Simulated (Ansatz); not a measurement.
# What DFT gives for Si2AsRu2

```
Si Ru As
1.0
     0.00000    3.96080    0.00000
     3.96080    0.00000    0.00000
     1.98040    1.98040   -4.73849
Si Ru As
2 2 1
Cartesian
  1.9804 1.9804 -1.0519
  3.9608 3.9608 -3.6865
  1.9804 3.9608 -2.3692
  3.9608 1.9804 -2.3692
  0.0000 0.0000 0.0000
```

The numbers come from plane-wave PAW DFT (Ansatz): PBE, no spin polarisation, 420 eV, 9×9×9 Γ-centred k points, fermi-dirac occupations (width 0.0301 eV). Nothing was relaxed.

What is the formation energy?

0.08 eV an atom against the elements' usual phases (free molecules for gases, crystals otherwise, with no correction for O₂ or N₂), so at this geometry it isn't bound against them. Relaxing would lower it.

Metal or insulator?

It is a metal, with about 3.5 states/eV a cell as the mean within 0.25 eV of the Fermi level, mostly Ru d (64 %) and As p (18 %).

Is the cell too large or too small?

The pressure is 11.7 GPa (compression positive), so with the atoms held at these fractions the cell would first expand; the forces are large, so a full relaxation may end otherwise. The principal stresses 8.9, 13.1, 13.1 GPa differ, so its shape would change too.

How is the charge shared?

Bader charges in e: Si +1.07, As +0.15, Ru -0.66. In the mean Si gives up most and Ru takes most. There is one density maximum away from the nuclei.

Origin: a known structure type with other elements, at an estimated volume, so it need not be a known compound. Caveats: many states at the Fermi level without spin polarisation, so a magnetic state may lie lower; atoms or cell far from equilibrium.

Run time, from a saved density: 70 s on 1 thread of Arm Neoverse V1, on a shared host, peak memory 0.5 GiB. The time holds forces, stress, Bader, DOS, bands, ELF.
